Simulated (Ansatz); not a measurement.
B (fcc): energy against volume

The calculation used DFT, PBEsol, plane waves (420 eV) with PAW, scalar-relativistic (Ansatz). (PAW data from PBE, frozen cores regenerated.)

The cell is scaled uniformly from the relaxed one, with fractional coordinates and shape fixed. Energies are extrapolated to zero smearing, pressures are those at the given smearing. Magnetic state: spin not included.

A Birch-Murnaghan fit gives V₀ = 5.82 Å³/atom, B₀ = 280 GPa, B₀′ = 3.8.

Q: What are the energy above the minimum and the pressure at 5.357 Å³/atom?

A: 37.3 meV/atom and 27.42 GPa as computed.

Q: What are the energy above the minimum and the pressure at 5.590 Å³/atom?

A: 8.8 meV/atom and 12.46 GPa as computed.

Q: What are the energy above the minimum and the pressure at 6.056 Å³/atom?

A: 7.6 meV/atom and -10.13 GPa as computed.
